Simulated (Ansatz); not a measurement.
Ge:
```
CELL_PARAMETERS angstrom
      4.00347     0.00000     0.00000
     -2.00173     3.46710     0.00000
      0.00000     0.00000    13.14538
ATOMIC_POSITIONS crystal
  Ge 0.00000 0.00000 0.40681
  Ge 0.00000 0.00000 0.59319
  Ge 0.00000 0.00000 0.90681
  Ge 0.00000 0.00000 0.09319
  Ge 0.33333 0.66667 0.34412
  Ge 0.66667 0.33333 0.65588
  Ge 0.66667 0.33333 0.84412
  Ge 0.33333 0.66667 0.15588
```

Relaxed with r²SCAN. Special points in fractions of this cell's reciprocal vectors: Γ (0.000, 0.000, 0.000); M (0.500, 0.000, 0.000); K (0.333, 0.333, 0.000); A (0.000, 0.000, 0.500); L (0.500, 0.000, 0.500); H (0.333, 0.333, 0.500).

Q: List the band energies nearest the valence-band maximum at these points for plane-wave PAW r²SCAN (Ansatz code).

A: In eV from the valence-band maximum; about four levels below and three above (degenerate sets whole), none deeper than 8.9 eV; points with the same levels are listed once.

```csv
k,below,above
Γ,-0.93 -0.93 -0.15 0.00 0.00,0.27 0.34 0.75
M,-2.56 -2.55 -1.94 -1.55,0.46 0.58 0.80
K,-3.63 -2.85 -2.85 -2.16,1.58 2.48 2.48
A,-0.36 -0.36 -0.36 -0.36,0.42 0.42 1.41 1.41
L,-2.71 -2.71 -1.91 -1.91,0.86 0.86 1.54 1.54
H,-2.98 -2.98 -2.61 -2.61,1.59 1.59 2.97 2.97
```

Space group P6_3/mmc. The first step of the workflow began from a Materials Project structure, measured or hypothetical; the Crystallography Open Database copy checked does not list it. It is not the phase usual at ambient conditions (space group No. 227). Symmetry was held in the r²SCAN relaxation; whether a distortion lowers the energy is not shown. Spin–orbit coupling is left out wherever it is not named.

Potentials: the later of the program's two PAW sets.
